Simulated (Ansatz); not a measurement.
Start of a relaxation of Ti3Al4Ni:

Space group P4/mmm (No. 123). a = 2.721 Å, b = 2.721 Å, c = 15.573 Å, α = 90.00°, β = 90.00°, γ = 90.00°
| atom | site | symmetry | x | y | z |
| --- | --- | --- | --- | --- | --- |
| Ti | 2g | 4mm | 0.0000 | 0.0000 | 0.7500 |
| Ti | 1b | 4/mmm | 0.0000 | 0.0000 | 0.5000 |
| Al | 2h | 4mm | 0.5000 | 0.5000 | 0.8750 |
| Al | 2h | 4mm | 0.5000 | 0.5000 | 0.3750 |
| Ni | 1a | 4/mmm | 0.0000 | 0.0000 | 0.0000 |

Level of theory: Ansatz 0.2.0, DFT PBE, scalar-relativistic, plane waves, PAW. Cutoff 420 eV, Gaussian smearing, Γ-centred meshes. Cell and atoms relax first on a coarse mesh and then on a finer one. In between, the cell is made exact in the group found at 0.06 Å. In metals the finer mesh still leaves noise of several meV/atom or more. The steps can't lower the symmetry of their start. Collinear spin, starting moments Ni 2.0 μB; they died out on the coarse mesh, so the last step has no spin.

A guess keeps its type if space group and coordination stay and the shape of the cell changes little (axis ratios within about 15 %, angles within 6°); the volume may change.

Q: Does it keep its structure type, or change into something else?

A: It keeps its type. The symmetry stays P4/mmm (No. 123). The volume per atom grows by 5.3 %, from 14.4 to 15.2 Å³. The shortest distance goes from 2.72 Å (Al–Al, Ni–Ni and Ti–Ti) to 2.50 Å (Al–Ni). The ratio c/a of the conventional cell changes by a factor of 0.93. Counting neighbours within 15 % of an atom's shortest distance, the start has Al 12, Ni 12, Ti 12 and the end Al 12, Ni 12, Ti 12.

The last run used a 14×14×4 mesh (in the run's order of axes) for its 8-atom cell and Gaussian smearing of 0.10 eV. Trial moments died out on the coarse mesh, so the last step has no spin; another magnetic start might hold. A later test with randomly moved atoms came back to the same energy, though modes that don't fit the test's cell weren't probed.
